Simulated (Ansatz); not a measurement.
AlGa3As4 in space group P-4m2 (No. 115; Pearson symbol tP8) at seven volumes, PBE (plane waves, PAW; program Ansatz), shape and atoms relaxed at each. One row is withheld.

```csv
V (Å³/atom),P (GPa)
21.526,7.33
22.236,4.46
22.945,2.05
23.655,0.00
24.365,?
25.074,-3.18
25.784,-4.34
```

Problem. Fit the shown pressures and predict the withheld one.

Solution. P = (3/2)B₀(x^(7/2) − x^(5/2))[1 + (3/4)(B′ − 4)(x − 1)] with x = (V₀/V)^(2/3). Least squares on the six rows gives V₀ = 23.656 Å³/atom, B₀ = 62.1 GPa, B′ = 4.75. At V = 24.365, x = 0.9805 and P = -1.71 GPa. The run itself gave -1.73 GPa.

The start of the workflow was typed in or built on a structure type; neither database checked (COD, Materials Project) lists it. Whether it is the stable phase at ambient conditions was not checked. The PBE relaxation kept the symmetry of its start; whether a distortion lowers the energy is not shown.

Potentials: the earlier of the program's two PAW sets.
